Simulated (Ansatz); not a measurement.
TiN (rock salt)

```xyz
4
Lattice="0.0000 4.2333 4.2333 2.1167 0.0000 2.1167 2.1167 2.1167 0.0000" Properties=species:S:1:pos:R:3 pbc="T T T"
N      0.0000     0.0000     0.0000
N      0.0000     2.1167     2.1167
Ti     2.1167     2.1167     2.1167
Ti     2.1167     4.2333     4.2333
```

In each cell atom 4 (Ti, nearest neighbour N at 2.117 Å; its periodic images, 3.0 Å or more away, move with it) moves by s·(-1.000, 0.000, 0.000) (towards the nearest neighbour), the rest being held.

Computed with r2SCAN (plane waves to 500 eV, PAW, scalar-relativistic; Ansatz, a quantum-chemistry and plane-wave program). k mesh 15×15×15 (Γ-centred), Fermi-Dirac smearing 0.05 eV. Energies are smeared free energies. Left out: 2 of 11 points, with atoms too close for the PAW data. With partly filled bands, energies and forces of such displacements shift with the k mesh and the smearing. The PAW data are Ansatz's earlier set. TiN is run without spin polarisation. TiN was relaxed with its symmetry unable to fall. The zero of ΔE is the undisplaced structure.

Successive frames, forces in eV/Å:

```csv
frame,ΔE (eV/cell),F on N1,F on N2,F on Ti3,F on Ti4
s = -0.084 Å,0.034,"(0.386, -0.018, -0.018)","(0.543, 0.022, 0.022)","(-0.088, -0.098, -0.098)","(-0.841, 0.095, 0.095)"
s = 0.000 Å,0.000,"(0.000, 0.000, 0.000)","(0.000, 0.000, 0.000)","(0.000, 0.000, 0.000)","(0.000, 0.000, 0.000)"
s = 0.084 Å,0.034,"(-0.543, -0.022, -0.022)","(-0.386, 0.018, 0.018)","(0.088, 0.098, 0.098)","(0.841, -0.095, -0.095)"
```

**Question.** What are the energy and the forces in the next frame, s = 0.168 Å?

**Answer.** ΔE (eV/cell) = 0.150.

| atom | Fx | Fy | Fz |
|---|---|---|---|
| N1 | -1.308 | -0.066 | -0.066 |
| N2 | -0.646 | 0.069 | 0.069 |
| Ti3 | -0.012 | 0.272 | 0.272 |
| Ti4 | 1.965 | -0.275 | -0.275 |

(For displaced atoms, the force is minus the slope of the energy, and its curvature is a force constant, which sets phonon frequencies.)
